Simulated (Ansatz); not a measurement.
Data:

TaAl:
```cif
data_AlTa
_chemical_formula_sum 'Ta1 Al1'
_space_group_name_H-M_alt 'Pm-3m'
_space_group_IT_number 221
_space_group_name_Hall '-P 4 2 3'
_cell_length_a 3.22549
_cell_length_b 3.22549
_cell_length_c 3.22549
_cell_angle_alpha 90.000
_cell_angle_beta 90.000
_cell_angle_gamma 90.000
loop_
_atom_site_label
_atom_site_type_symbol
_atom_site_symmetry_multiplicity
_atom_site_Wyckoff_symbol
_atom_site_fract_x
_atom_site_fract_y
_atom_site_fract_z
_atom_site_occupancy
Ta1 Ta 1 a 0.00000 0.00000 0.00000 1
Al1 Al 1 b 0.50000 0.50000 0.50000 1
```

This is the PBE-relaxed structure.

Problem. All from DFT-PBE in the program Ansatz with PAW potentials, unless another level is named. Estimate the formation energy from the elements (no fitted shifts).

Solution. 0.089 eV/atom.

Problem. Give the density of states at the Fermi level.

Solution. 1.0 states/eV per atom (mean over ±0.08 eV).

Problem. And the gap with spin–orbit coupling?

Solution. none (metallic).

The start of the workflow was typed in or built on a structure type; neither database checked (COD, Materials Project) lists it. Whether it is the stable phase at ambient conditions was not checked. Symmetry was held in the PBE relaxation; whether a distortion lowers the energy is not shown. The run is not spin-polarised. The references are the lowest solids computed at this level, not always the standard phases. Scalar-relativistic: spin–orbit coupling is off unless named, which matters more the heavier the elements.

Potentials: the earlier of the program's two PAW sets.
